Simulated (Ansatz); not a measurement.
**TiMo: do energies and stresses tell the same story?**

Level of theory: DFT r2SCAN, scalar-relativistic, plane waves, PAW (Ansatz 0.2.0).

Settings: cutoff 500 eV, Γ-centred mesh 16×16×10 on the computed 2-atom cell, Gaussian smearing of 0.10 eV; no spin polarisation.

Relaxed cell: Cmmm, a = 3.185 Å, b = 4.660 Å, c = 4.260 Å, α = 90.00°, β = 90.00°, γ = 90.00°, 2 atoms in the primitive cell. Whether it is the stable form of this composition wasn't checked.

Energies at zero smearing and pressures from the stress tensor, at volumes with shape and atoms relaxed:
```csv
V (Å³/atom),E − E(first) (meV/atom),P (GPa)
14.859,0.00,12.74
15.333,-27.26,5.92
15.808,-35.68,0.01
16.282,-27.80,-5.11
16.756,-5.87,-9.54
```

**Question.** Check P = −dE/dV between neighbouring volumes, and get the bulk modulus from the pressures alone.

**Answer.** With 1 eV/Å³ = 160.2 GPa:
| middle V (Å³/atom) | −ΔE/ΔV (GPa) | mean P (GPa) |
| --- | --- | --- |
| 15.096 | 9.210 | 9.335 |
| 15.570 | 2.843 | 2.967 |
| 16.045 | -2.662 | -2.550 |
| 16.519 | -7.409 | -7.324 |

The two differ by 0.12 GPa at most. The mean of two end pressures misses the average over a step by about ΔV² P″/12, up to 0.08 GPa here; with that taken off 0.05 GPa remains. The stress is the derivative of the free energy, not of the energy at zero smearing, and with free energies 0.00 GPa remains. Around V = 15.808 Å³/atom, the two neighbours give B = −V ΔP/ΔV = 15.808 × 11.03 / 0.948 = 183.9 GPa, against B0 = 183.1 GPa from the Birch–Murnaghan fit of the energies.